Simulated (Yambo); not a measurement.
G0W0@LDA for RbAuS$_{2}$O$_{8}$ (space group P-1, No. 2) in Yambo. Reference settings: 2×2×1 Γ-centred k mesh, bands 5 to 286 and a 7 Ry block in the screening, 286 bands in G with the Bruneval-Gonze terminator, plasmon pole fitted at 27.2 eV. The LDA gap (-0.5, -0.5, 0) → Γ on this mesh is 1.60 eV; G0W0 gaps are taken between the same points.

| change from the reference | G0W0 gap (-0.5, -0.5, 0) → Γ (eV) | shift of the valence edge (eV) |
|---|---|---|
| reference settings | 3.80 | -0.91 |
| 6 Ry block | 3.80 | -0.90 |
| pole fitted at 40 eV | 3.84 | -0.95 |
| 189 bands in G | 3.80 | -0.90 |
| 2 Ry block | ? | -1.26 |
| no random integration | 3.74 | -0.65 |
| 189 bands in W, 189 bands in G | 3.82 | -0.85 |
| no terminator | 3.86 | -0.69 |

Q: Estimate the withheld gaps from the other rows; the computed values follow.

A: 
- 2 Ry block, G0W0 gap (-0.5, -0.5, 0) → Γ (eV): 4.18

The reference isn't shown to be the converged limit.

Spin-orbit coupling is not included.

Geometry of the Materials Project entry, not relaxed at this level; primitive cell a = 4.356 Å, b = 5.168 Å, c = 9.038 Å, α = 76.96°, β = 88.31°, γ = 74.31°.

A shift is the quasiparticle energy of the state minus its LDA energy.
